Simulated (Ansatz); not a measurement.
Relaxation of a generated cell, Ag placed in the beta-Sn structure type; 2 atoms in the cell, which starts as I4₁/amd, origin choice 1 (No. 141), tI4; a = b = 5.0874 Å, c = 2.7757 Å, α = β = γ = 90.00°. Calculation: r2SCAN (plane waves to 500 eV, PAW, scalar-relativistic; Ansatz, a first-principles code). Γ-centred k-mesh 13×13×13 on the run's cell (coarser than for final values), Fermi–Dirac smearing 0.05 eV. This is the first round of the run. 

The optimiser's lines from the output (shortened; P is positive under compression):

```
relax step   1: F+E_penalty+E_count = -15207.46253118 eV  Δ(F+E_penalty+E_count) = +0.000e0 eV  max|allowed force component| = 3.469e-18 eV/Å  Δτ_max = 0.0000 Å  P = +6.257 GPa  Ω = 35.919 Å³  (8 SCF iters, dr2 threshold 1.00e-7 eV, accepted)
relax step   2: F+E_penalty+E_count = -15207.51547915 eV  Δ(F+E_penalty+E_count) = -5.295e-2 eV  max|allowed force component| = 1.908e-17 eV/Å  Δτ_max = 0.0000 Å  P = -1.822 GPa  Ω = 39.000 Å³  (7 SCF iters, dr2 threshold 2.00e-7 eV, accepted)
relax step   3: F+E_penalty+E_count = -15207.52095686 eV  Δ(F+E_penalty+E_count) = -5.478e-3 eV  max|allowed force component| = 3.469e-18 eV/Å  Δτ_max = 0.0000 Å  P = -0.375 GPa  Ω = 38.300 Å³  (6 SCF iters, dr2 threshold 2.00e-7 eV, accepted)
relax step   4: F+E_penalty+E_count = -15207.52129358 eV  Δ(F+E_penalty+E_count) = -3.367e-4 eV  max|allowed force component| = 2.082e-17 eV/Å  Δτ_max = 0.0000 Å  P = +0.027 GPa  Ω = 38.121 Å³  (5 SCF iters, dr2 threshold 2.00e-7 eV, accepted)
relax step   5: F+E_penalty+E_count = -15207.52128891 eV  Δ(F+E_penalty+E_count) = +4.667e-6 eV  max|allowed force component| = 5.204e-18 eV/Å  Δτ_max = 0.0000 Å  P = +0.001 GPa  Ω = 38.133 Å³  (4 SCF iters, dr2 threshold 3.12e-9 eV, accepted)
relax step   6: F+E_penalty+E_count = -15207.52265531 eV  Δ(F+E_penalty+E_count) = -1.366e-3 eV  max|allowed force component| = 6.939e-18 eV/Å  Δτ_max = 0.0000 Å  P = +0.024 GPa  Ω = 38.133 Å³  stress off target by 3.31e-2 GPa  SCF on the basis re-selected at this cell (its energy is not comparable with the rows above)  (7 SCF iters)
relax step   7: F+E_penalty+E_count = -15207.52265130 eV  Δ(F+E_penalty+E_count) = +4.010e-6 eV  max|allowed force component| = 1.388e-17 eV/Å  Δτ_max = 0.0000 Å  P = -0.001 GPa  Ω = 38.145 Å³  (4 SCF iters, dr2 threshold 2.74e-9 eV, accepted)
relax step   8: F+E_penalty+E_count = -15207.52265733 eV  Δ(F+E_penalty+E_count) = -6.036e-6 eV  max|allowed force component| = 6.939e-18 eV/Å  Δτ_max = 0.0000 Å  P = -0.001 GPa  Ω = 38.145 Å³  stress off target by 1.04e-3 GPa  SCF on the basis re-selected at this cell (its energy is not comparable with the rows above)  (5 SCF iters)
```

From the first to the last row the energy changes by -0.03 eV/atom and the volume by +6.2 %. The last row is marked as not comparable with the walk above it, whose basis was carried along; it does compare with step 1, since both stand on a basis selected at the nominal cutoff for their own cell.

Later rounds, restarted from the end of this one on a renewed k-mesh, logged 3 more steps and released under 0.01 eV/atom more. The final structure after all rounds: I4₁/amd, origin choice 1 (No. 141), tI4, AFLOW prototype A_tI4_141_a (A5, as in Sn); a = 5.261 Å, b = 5.261 Å, c = 2.756 Å, α = 90.00°, β = 90.00°, γ = 90.00°. Between re-selections the logged energies stand on a plane-wave basis carried along with the cell. No spin polarisation in the result.

The run could not lower the symmetry of its start; a shaken copy of this end point relaxes with r2SCAN to Fm-3m (No. 225), 0.25 eV/atom lower.

The relaxed structure here is a generated cell of Ag: the first start was made by placing the elements on the sites of a structure type, and the end was not matched to a known phase here, so it may be hypothetical. Known forms of Ag include space group No. 225.
